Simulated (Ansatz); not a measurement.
Task: Each is relaxed and computed with DFT-r²SCAN in the program Ansatz with PAW potentials. Which is the only one with a gap?
A. BaAs2Ru2, I4/mmm (Ba on 2a, As on 4e, Ru on 4d)
B. HfB, rock salt
C. BaCo2Ge2, I4/mmm (Ba on 2a, Co on 4d, Ge on 4e)
D. BaS, rock salt

Result: D, BaS, rock salt. BaS: gap 2.58 eV (indirect); BaCo2Ge2: metal; BaAs2Ru2: metal; HfB: metal. Standing as an ambient phase not checked: BaCo2Ge2, I4/mmm (Ba on 2a, Co on 4d, Ge on 4e); BaAs2Ru2, I4/mmm (Ba on 2a, As on 4e, Ru on 4d); HfB, rock salt. All cells were relaxed under the symmetry of their starts (and spin orders); stability against distortions was not tested throughout. Rows with no word on spin ran without spin polarisation. Spin–orbit coupling is left out wherever it is not named.

Potentials: the later of the program's two PAW sets.
